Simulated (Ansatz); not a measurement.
AlCu:
```
AlCu
1.0
    4.06643     0.00000     0.00000
    2.03380    -2.06366     5.62840
    2.03212    -5.98488     0.00000
Al Cu
5 5
Direct
  0.50000   0.50000   0.50000
  0.15575   0.53835   0.14993
  0.84425   0.46165   0.85007
  0.37741   0.00431   0.24090
  0.62259   0.99569   0.75910
  0.00000   0.00000   0.00000
  0.25789   0.75970   0.72461
  0.74211   0.24030   0.27539
  0.10864   0.22812   0.55458
  0.89136   0.77188   0.44542
```

Relaxed with r²SCAN.

### Question
Give the Bader charges and basin volumes of the independent atoms, r²SCAN (plane waves, PAW; program Ansatz).

### Answer


```tsv
atom	Bader charge (e)	Bader volume (Å³)
Al1	+1.43	8.9
Al2	+1.40	9.7
Al4	+1.51	8.7
Cu6	-1.28	18.1
Cu7	-1.67	19.2
Cu9	-1.32	17.3
```

Space group C2/m. The workflow started from a Materials Project entry (that database holds measured and hypothetical structures alike); the Crystallography Open Database files this formula in space group No. 12, but the cells were not matched. Whether it is the stable phase at ambient conditions was not checked. The r²SCAN relaxation kept the symmetry of its start; whether a distortion lowers the energy is not shown. No spin polarisation was allowed.

Potentials: the earlier of the program's two PAW sets.
